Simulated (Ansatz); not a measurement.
Here is the system:

Relaxed Zr (hcp, Mg type):

```xyz
2
Lattice="3.2459 0.0000 0.0000 -1.6230 2.8110 0.0000 0.0000 0.0000 5.1512" Properties=species:S:1:pos:R:3 pbc="T T T"
Zr     0.0000     1.8740     3.8634
Zr     1.6230     0.9370     1.2878
```

In each cell atom 2 (Zr, nearest neighbour Zr at 3.185 Å; its periodic images, 3.2 Å or more away, move with it) moves by s·(0.000, -0.588, -0.809) (towards the nearest neighbour), the rest being held.

These are r2SCAN (plane waves to 500 eV, PAW, scalar-relativistic; Ansatz, a program for electronic structure) values and carry that method's errors. k mesh 13×13×7 (Γ-centred), Fermi-Dirac smearing 0.05 eV. The energy includes the smearing's −TS. Left out: 1 of 11 points, with atoms too close for the PAW data. With partly filled bands, energies and forces of such displacements shift with the k mesh and the smearing. The PAW data are Ansatz's earlier set. Zr is run without spin polarisation. Zr was relaxed with its symmetry unable to fall. ΔE is measured from the undisplaced structure.

The scan covers s from -0.640 to 0.512 Å in 10 points.

Q: Is this a single well or a double well?

A: A single well with its minimum at or next to zero displacement.

Q: What is the energy change at s = 0.512 Å?

A: 507 meV/cell.

Q: What force acts on the atom along the line at s = -0.640 Å?

A: 3.03 eV/Å.

(A displaced cell: forces are minus the slopes of the energy, force constants its curvatures, and phonons follow from these.)
